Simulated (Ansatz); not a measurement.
# Deforming Li

```
Li
1.0
    -1.75000    1.75000    1.75000
     1.75000   -1.75000    1.75000
     1.75000    1.75000   -1.75000
Li
1
Direct
  0.00000 0.00000 0.00000
```

The cell is a measured one (Crystallography Open Database entry 9011628); the temperature and pressure of the measurement aren't taken into account, and nothing was relaxed.

All numbers below come from DFT, LDA, all-electron LAPW, scalar-relativistic (Ansatz 0.2.0).

Numerical set-up: a Γ-centred 13×13×13 k mesh, Fermi–Dirac smearing of 0.05 eV, basis error target 0.25 meV/atom, no spin polarisation.

The unchanged cell is at -1.49 GPa.

In a metal, stresses and small energies carry noise from the k mesh.

x, y and z are the Cartesian axes of the cell as listed; fractional coordinates follow a strain, and an engineering shear is twice the off-diagonal strain component.

Q: One change gave: energy change under 1 meV/atom; stress change (xx, yy, zz, yz, xz, xy) 0.00, 0.00, 0.00, -0.10, -0.10, -0.10 GPa, compression positive. Which change was it?
A. equal xy, yz and zx engineering shear strains of -1 %
B. equal xy, yz and zx engineering shear strains of +2 %
C. equal xy, yz and zx engineering shear strains of -2 %
D. equal xy, yz and zx engineering shear strains of +1 %

A: D. For equal xy, yz and zx engineering shear strains of -2 %: energy change under 1 meV/atom; stress change (xx, yy, zz, yz, xz, xy) 0.00, 0.00, 0.00, 0.24, 0.24, 0.24 GPa, compression positive. For equal xy, yz and zx engineering shear strains of -1 %: energy change under 1 meV/atom; stress change (xx, yy, zz, yz, xz, xy) 0.00, 0.00, 0.00, 0.11, 0.11, 0.11 GPa, compression positive. For equal xy, yz and zx engineering shear strains of +2 %: energy change under 1 meV/atom; stress change (xx, yy, zz, yz, xz, xy) 0.00, 0.00, 0.00, -0.18, -0.18, -0.18 GPa, compression positive.
